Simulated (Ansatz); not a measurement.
GaBO₃:
```
CELL_PARAMETERS angstrom
      2.29244     1.32354     4.72500
     -2.29244     1.32354     4.72500
      0.00000    -2.64708     4.72500
ATOMIC_POSITIONS crystal
  Ga 0.50000 0.50000 0.50000
  Ga 0.00000 0.00000 0.00000
  B  0.25000 0.25000 0.25000
  B  0.75000 0.75000 0.75000
  O  0.94892 0.55108 0.25000
  O  0.05108 0.44892 0.75000
  O  0.25000 0.94892 0.55108
  O  0.75000 0.05108 0.44892
  O  0.55108 0.25000 0.94892
  O  0.44892 0.75000 0.05108
```

Relaxed with PBEsol. Independent-particle spectrum: no excitons, no local fields, no scissors shift; 0.1 eV broadening; ε₁ of the summed bands alone.

Task: Tabulate the dielectric function from DFT-PBEsol in the program Ansatz with PAW potentials.

Result: 

```
E (eV)  ε₁ xx  ε₂ xx  ε₁ zz  ε₂ zz
------  -----  -----  -----  -----
0.0      3.80   0.00   3.35   0.00
0.5      3.81   0.00   3.36   0.00
1.0      3.83   0.00   3.38   0.00
1.5      3.87   0.00   3.41   0.00
2.0      3.93   0.00   3.46   0.00
2.5      4.02   0.00   3.52   0.00
3.0      4.14   0.00   3.60   0.00
3.5      4.31   0.00   3.72   0.00
4.0      4.62   0.00   3.88   0.00
4.5      4.82   0.41   4.12   0.01
5.0      4.94   0.41   4.60   0.14
5.5      5.39   0.45   4.67   0.51
6.0      6.28   1.01   4.98   0.56
6.5      7.14   2.41   6.02   1.72
7.0      4.75   4.87   5.17   2.84
7.5      5.12   2.79   5.50   3.14
8.0      4.72   6.33   3.46   4.05
8.5      1.72   4.77   2.77   3.31
9.0      2.21   3.66   2.32   2.41
9.5      1.52   3.60   3.32   2.24
10.0     2.08   2.93   3.08   3.31
10.5     2.33   3.19   3.87   3.83
11.0     2.23   2.90   1.91   4.25
11.5     2.46   3.26   1.74   3.93
12.0     0.85   3.79   1.91   3.91
```

Task: From ε at 4.4 eV (xx: 4.83 + 0.37i), find n, k, the normal reflectivity and the absorption coefficient.

Result: n = 2.20, k = 0.084, R = 14 %, α = 2kE/ħc = 37000 cm⁻¹.

With all bands, ε∞ without local fields is 3.99 (xx = yy), 3.60 (zz). DFPT, with local fields, gives 3.90 (xx = yy), 3.48 (zz).

Space group R-3c. The workflow started from a Materials Project entry (that database holds measured and hypothetical structures alike); the Crystallography Open Database files this formula in space group No. 167, but the cells were not matched. Its standing as an ambient phase is unchecked. The PBEsol relaxation kept the symmetry of its start; phonons on a q-mesh show no instability. Spin–orbit coupling is left out wherever it is not named.

Potentials: the later of the program's two PAW sets.
